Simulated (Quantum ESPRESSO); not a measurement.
```
AlSb
1.0
    0.00000     3.07752     3.07752
    3.07752     0.00000     3.07752
    3.07752     3.07752     0.00000
Al Sb
1 1
Direct
  0.00000   0.00000   0.00000
  0.25000   0.25000   0.25000
```

Cell and atoms were relaxed with PBEsol from Materials Project entry mp-2624, within its symmetry.

Task: What does PBEsol (Quantum ESPRESSO, PseudoDojo norm-conserving, 80 Ry, with spin-orbit coupling) give for the electronic structure near the Fermi level?

Result: The PBEsol gap is indirect, 0.92 eV, from Γ to 89 % of the way from Γ to X; the smallest direct gap is 1.26 eV. Another conduction extremum on the path lies within 0.02 eV, too close to call.
